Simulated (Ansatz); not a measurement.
## SnPt₃: frozen-core PAW against all-electron methods

```xyz
4
Lattice="4.0000 0.0200 0.0200 0.0200 4.0000 0.0200 0.0200 0.0200 4.0000" Properties=species:S:1:pos:R:3 pbc="T T T"
Sn    0.0000    0.0000    0.0000
Pt    0.0200    2.0100    2.0100
Pt    2.0100    0.0200    2.0100
Pt    2.0100    2.0100    0.0200
```

Atom numbers follow the list: Sn1, Pt2, Pt3, Pt4.

The cell comes from COD entry 1523555, which wasn't checked; take it as a given geometry. The listed cell was then made from it by scaling, straining or moving an atom.

No spin–orbit coupling, which matters for the heavy atoms here.

All numbers are computed: DFT, LDA, PAW with Ansatz's default frozen-core files, scalar-relativistic (Ansatz 0.2.0); DFT, LDA, all-electron PAW with datasets made for the crystal, scalar-relativistic (Ansatz 0.2.0); DFT, LDA, all-electron LAPW, scalar-relativistic (Ansatz 0.2.0).

For PAW: a Γ-centred 8×8×8 k mesh, Fermi–Dirac smearing of 0.05 eV, cutoff 420 eV, no spin polarisation; the PAW files were made with PBE, and the program remakes their frozen cores for this functional. The crystal-made all-electron datasets (AE datasets) take a cutoff of 260 eV at this cell. LAPW targets a basis error of 0.5 meV/atom. The Ansatz runs share mesh, smearing and spin set-up. Plane-wave (PAW) pressures include the program's estimate of the Pulay term.

Stress and pressure are positive in compression.

The change that made this cell: equal xy, yz and zx engineering shear strains of +1 %.

No spin–orbit coupling: at heavy atoms the gradients can be off by tens of per cent for that reason.

In a metal, gradients converge slowly with the k mesh: the values move by tens of per cent from one mesh to another, at times in sign, so only the comparison on one mesh counts.

```
                             quantity     PAW  AE datasets   LAPW
                       pressure (GPa)   -3.52        -3.52  -3.52
                      stress yz (GPa)   -0.73        -0.73  -0.73
                      stress xz (GPa)   -0.73        -0.73  -0.73
                      stress xy (GPa)   -0.73        -0.73  -0.73
field gradient Vzz at Sn1 (10²¹ V/m²)    1.53         1.54      –
field gradient Vzz at Pt2 (10²¹ V/m²)  -15.80       -16.21      –
```

PAW's pressure differs from the LAPW value by about 0.01 GPa or less.
